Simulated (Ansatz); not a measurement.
Ansatz (an electronic-structure program) input:

Ansatz 0.2 input:
```yaml
crystal:
  lattice:
    - [4.8830581939, 0.0, 0.0]
    - [0.0, 4.8830581939, 0.0]
    - [0.0, 0.0, 4.8830581939]
  atoms:
    - { symbol: Mo, position: [0.25, 0.0, 0.5] }
    - { symbol: Mo, position: [0.5, 0.75, 0.0] }
    - { symbol: Mo, position: [0.75, 0.0, 0.5] }
    - { symbol: Mo, position: [0.5, 0.25, 0.0] }
    - { symbol: Mo, position: [0.0, 0.5, 0.75] }
    - { symbol: Mo, position: [0.0, 0.5, 0.25] }
    - { symbol: Si, position: [0.0, 0.0, 0.0] }
    - { symbol: Si, position: [0.5, 0.5, 0.5] }
kpoints:
  mp_grid: { grid: [9, 9, 9] }
hamiltonian:
  xc: r2scan
  pseudopotentials: { kind: paw }
scf:
  occupations: { method: fermi_dirac, width: 0.1 }
phonons:
  method: dfpt
  response_accuracy: low
  eigenvectors: true
  rigid_motions: translations
```

Output (shortened):

```
zone centre: on kpoints.mp_grid the ground state, and the responses unless they are solved on pairs of k-points, stand on 205 of the mesh's 729 k-points, …
Pseudopotentials: kind: paw
Pseudopotential: Mo, paw, valence charge 14
Pseudopotential: Si, paw, valence charge 4
Functional definition: r2SCAN
Crystal: 8 atoms, lattice volume = 116.433 Å³
Basis set: ecut = 500 eV, 2945 PW (Γ), exchange–correlation on 180×180×180 points (125 copies of the dense FFT grid, shifted against one another)
Bands: 56, of which v1, the nominal top of the filled ones, is band 46 counted from 1 (45 counted from 0)
Symmetry: 48 space group operations
k-points: 205 of 729 (irreducible under 2 space group operations, time reversal used)
PAW frozen core: Mo, regenerated for the run's functional
PAW frozen core: Si, regenerated for the run's functional
Initial wavefunctions: pseudopotential atomic-orbital guess
Eigensolver: davidson
Functional: x = r2scan, c = r2scan; τ floored in thin density (d = 2e-4 eV/Å³)
SCF iter   1: F=—  HF=-31086.395432 eV  |F-HF|=—  |Δ(HF+E_count)|=         —  Δρ=9.89e-3  dr2=6.91e-2  dr2_τ=1.16e-1  ethr=1.77e-3  ⟨swp⟩=5.4  Hψ=40611  notcnv=0
all-band conjugate gradients solve this SCF's bands
preconditioner: auto → Kerker (q_TF=auto, 2.623 Å⁻¹)
SCF iter   2: F=—  HF=-31086.430023 eV  |F-HF|=—  |Δ(HF+E_count)|=   3.46e-2  Δρ=5.53e-3  dr2=1.94e-2  dr2_τ=7.82e-4  ethr=7.52e-5  ⟨swp⟩=2.1  Hψ=18408  notcnv=0
SCF iter   3: F=—  HF=-31086.429689 eV  |F-HF|=—  |Δ(HF+E_count)|=   3.34e-4  Δρ=7.90e-4  dr2=5.22e-4  dr2_τ=1.73e-5  ethr=2.11e-5  ⟨swp⟩=2.4  Hψ=19442  notcnv=0
SCF iter   4: F=—  HF=-31086.429767 eV  |F-HF|=—  |Δ(HF+E_count)|=   7.84e-5  Δρ=1.81e-4  dr2=3.20e-5  dr2_τ=1.10e-6  ethr=5.67e-7  ⟨swp⟩=2.0  Hψ=15861  notcnv=0
SCF iter   5: F=—  HF=-31086.429769 eV  |F-HF|=—  |Δ(HF+E_count)|=   2.26e-6  Δρ=2.57e-5  dr2=6.32e-7  dr2_τ=3.17e-8  ethr=3.47e-8  ⟨swp⟩=2.0  Hψ=16021  notcnv=0
SCF iter   6: F=—  HF=-31086.429769 eV  |F-HF|=—  |Δ(HF+E_count)|=   5.26e-7  Δρ=4.19e-6  dr2=1.61e-8  dr2_τ=3.99e-9  ethr=6.87e-10  ⟨swp⟩=2.1  Hψ=16835  notcnv=0
SCF iter   7: F=—  HF=-31086.429769 eV  |F-HF|=—  |Δ(HF+E_count)|=   5.59e-9  Δρ=9.20e-7  dr2=8.78e-10  dr2_τ=5.34e-11  ethr=1.75e-11  ⟨swp⟩=2.0  Hψ=16129  notcnv=0
SCF iter   8: F=—  HF=-31086.429769 eV  |F-HF|=—  |Δ(HF+E_count)|=  7.28e-11  Δρ=2.23e-7  dr2=4.40e-11  dr2_τ=3.97e-12  ethr=1.00e-12  ⟨swp⟩=2.0  Hψ=15948  notcnv=0
SCF iter   9: F=-31086.429769 eV  HF=-31086.429769 eV  |F-HF|=1.46e-11  |Δ(HF+E_count)|=  2.91e-11  Δρ=2.71e-8  dr2=5.36e-13  dr2_τ=4.67e-14  ethr=1.00e-12  ⟨swp⟩=5.2  Hψ=45803  notcnv=0
SCF 1 converged in 9 iterations: F = -31086.429769 eV  dr2 = 5.36e-13
DFPT response loops at Γ: preconditioner auto → Kerker (q_TF=auto, 2.623 Å⁻¹) (partly filled bands, converged f_vac=0.000) …
SCF converged after 9 iterations
Free energy (F): -31086.429769 eV
Harris-Foulkes:  -31086.429769 eV  (|F-HF|=1.46e-11)
Internal energy: -31086.318357 eV  (E = F + TS)
E sigma→0 (E₀):  -31086.374063 eV
Entropy (-TS):   -0.111412 eV (-13.926 meV/atom)
Fermi energy:    19.829310 eV
--- Per-component energies (eV) ---
  E_band       = -415.406360
  E_kinetic    = 2740.440648
  E_local      = -5485.697742  (includes V_loc(G=0)·N_el)
  E_nonlocal   = 904.525798
  E_hartree    = 1920.925952
  E_xc         = -1180.779001
  E_vxc        = -1647.942986  (∫ρ·V_xc dr)
  E_paw        = -20344.505676  (= ΣΔE_a)
  E_vpaw       = -875.253148  (= ΣTr[D̂ρ^β])
  E_aug_tail   = -0.000015  (compensation charges beyond the density's cutoff)
  E_vtau       = 106.669210  (kinetic-family band-sum trace: ∫τ·v_τ [+ j·A + Jᵃ·Aᵃ] dr)
  E_ewald      = -9639.748234
  E_core_change = -1.480088  (= ΣΔE_core)
  E_smearing   = -0.111412  (= −TS)
  E_closure    = 0.000000  (closes the sum)
  Σ components = -31086.429769   (vs F -31086.429769, Δ=0.00e0)
  [band-id]    e_kinetic+e_local+e_nonlocal+2·e_hartree+e_vxc+e_vpaw+e_augmentation_tail+e_vtau = -415.406330   (vs E_band -415.406360, Δ=2.95e-5)
--- Band table (eV; the first three rows and the last of 205) ---
  k-point 0: bands = ["-43.4607", "-43.3308", "-43.3308", "-42.9692", "-42.9692", "-42.9692", "-18.0282", "-18.0282", "-17.8067", "-16.9737", "-16.9737", "-16.9737", "-16.4365", "-16.4365", "-16.4365", "-16.4022", "-16.4022", "-16.4022", "-16.2670", "-16.2670", "-16.2670", "-15.4555", "-15.4555", "-15.4555", "8.6838", "10.4342", "14.1508", "14.1508", "14.1508", "14.5999", "14.5999", "14.5999", "14.8836", "14.8836", "15.3668", "16.5590", "16.5590", "16.5590", "16.6807", "17.5070", "17.5070", "17.5070", "18.1488", "18.1488", "21.1755", "21.1755", "21.1755", "22.2064", "22.3248", "22.3248", "22.6471", "22.6471", "22.6471", "22.7148", "22.7148", "22.7256"]
  k-point 1: bands = ["-43.4544", "-43.3337", "-43.3227", "-42.9815", "-42.9692", "-42.9692", "-18.0257", "-17.9904", "-17.7837", "-16.9715", "-16.9715", "-16.9536", "-16.4677", "-16.4677", "-16.4315", "-16.4182", "-16.3671", "-16.3671", "-16.2731", "-16.2731", "-16.2721", "-15.5393", "-15.4557", "-15.4557", "8.7705", "10.4025", "14.1910", "14.1910", "14.2952", "14.3173", "14.6535", "14.6535", "14.8312", "15.1703", "15.4756", "16.3282", "16.4678", "16.4678", "16.7168", "17.5005", "17.6062", "17.6062", "18.2042", "18.2266", "20.9845", "21.0878", "21.0878", "22.0857", "22.1852", "22.3331", "22.5214", "22.5214", "22.5383", "22.6502", "22.6502", "22.7693"]
  k-point 2: bands = ["-43.4378", "-43.3424", "-43.2978", "-43.0167", "-42.9691", "-42.9691", "-18.0182", "-17.9466", "-17.6489", "-16.9663", "-16.9663", "-16.8976", "-16.5008", "-16.5008", "-16.4644", "-16.4169", "-16.3249", "-16.3249", "-16.2878", "-16.2878", "-16.2870", "-15.7766", "-15.4562", "-15.4562", "9.0144", "10.3221", "13.8522", "14.3005", "14.3005", "14.4966", "14.7806", "14.7806", "14.8831", "15.5232", "15.8843", "15.9457", "16.3506", "16.3506", "16.8191", "17.4739", "17.7124", "17.7124", "18.2730", "18.3778", "20.3471", "20.8983", "20.8983", "21.7637", "21.9246", "22.0676", "22.1829", "22.1829", "22.5584", "22.5584", "22.5896", "22.9670"]
  k-point 204: bands = ["-43.3632", "-43.2398", "-43.1923", "-43.1522", "-43.1168", "-42.9818", "-17.9180", "-17.0760", "-17.0129", "-16.8136", "-16.8070", "-16.7854", "-16.6599", "-16.6012", "-16.5968", "-16.5605", "-16.5257", "-16.3992", "-16.3613", "-16.3566", "-16.2572", "-16.2547", "-16.2398", "-15.5407", "10.3469", "10.3937", "13.1857", "13.7164", "14.9980", "15.1740", "15.2358", "15.4952", "15.6490", "15.7034", "15.8991", "16.0230", "16.5023", "17.3555", "18.0633", "18.1051", "18.1994", "18.2661", "18.5290", "18.6136", "18.7502", "18.8461", "19.2548", "19.9011", "19.9741", "20.0935", "20.8705", "21.0902", "21.1416", "21.9454", "22.2819", "22.5725"]
  band table: 56 of 56 bands, residual norms ≤ 1.0e-3 eV
--- Phonons (Γ-DFPT): 3 representative perturbations + reference, on 205 of 729 k-points (Σ response iterations 20) ---
  k mesh reduced under 2 symmetry operations, with k and −k counted as one. Each operation leaves every solved perturbation unchanged …
  ASR residual: 1.132e-3 → 0.000e0 eV/Å²; symmetrization residual: 3.176e-4 eV/Å²
  ASR residual per site (eV/Å²): 1.13e-3 1.13e-3 1.13e-3 1.13e-3 1.13e-3 1.13e-3 1.48e-4 1.48e-4
  Γ frequencies (cm⁻¹): 0.00 0.00 0.00 147.04 147.04 147.04 194.12 194.12 194.12 200.94 200.94 200.94 220.20 220.20 220.20 280.08 293.75 293.75 317.09 317.09 317.09 339.76 339.76 339.76
  non-analytic LO–TO correction: not included (Born effective charges unavailable; polar crystals: no LO–TO splitting at Γ)
```

Cost: very roughly 30 core-minutes on shared cores.

Space group Pm-3n (A15 (Cr3Si type)). Symmetry was held in the r²SCAN relaxation; of distortions, only those at the zone centre were tested. The run is not spin-polarised. As this level gives no gap, phonon frequencies hold no LO–TO term and depend on the k-mesh and smearing (Fermi–Dirac, 0.1 eV here). Scalar-relativistic: spin–orbit coupling is off unless named, which matters more the heavier the elements.

Potentials: the later of the program's two PAW sets.

Ansatz is a plane-wave DFT program.
